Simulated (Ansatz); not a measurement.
Ta₃TiN₄ (P-6m2) at 3 levels of theory

One geometry, relaxed with PBE; plane waves with PAW potentials in Ansatz, scalar-relativistic. Collinear spin in the rows r2SCAN; the others have none, so their zero moments are imposed. Gaps are the least over mesh and band path; pressure is positive in compression.

```
Ti Ta N
1.0
     2.94270    0.00000    0.00000
    -1.47135    2.54845    0.00000
     0.00000    0.00000   11.38258
Ti Ta N
1 3 4
Cartesian
  0.0000 0.0000 5.6913
  0.0000 0.0000 0.0000
  0.0000 0.0000 2.9021
  0.0000 0.0000 8.4805
  1.4714 0.8495 9.9401
  1.4714 0.8495 1.4424
  1.4714 0.8495 4.3012
  1.4714 0.8495 7.0814
```

```csv
level,cutoff (eV),k mesh,gap (eV),pressure (GPa),largest moment (μB)
PBE,420,12×12×4,0,0.0,0.00
r2SCAN,500,12×12×4,0,-3.9,0.49
PBEsol,420,12×12×4,0,-9.1,0.00
```

The state reached may not be the lowest one. Spin-orbit coupling matters for the bands of heavy elements and is left out.

The structure comes from a generated guess; another structure or a mixture of phases may lie lower.
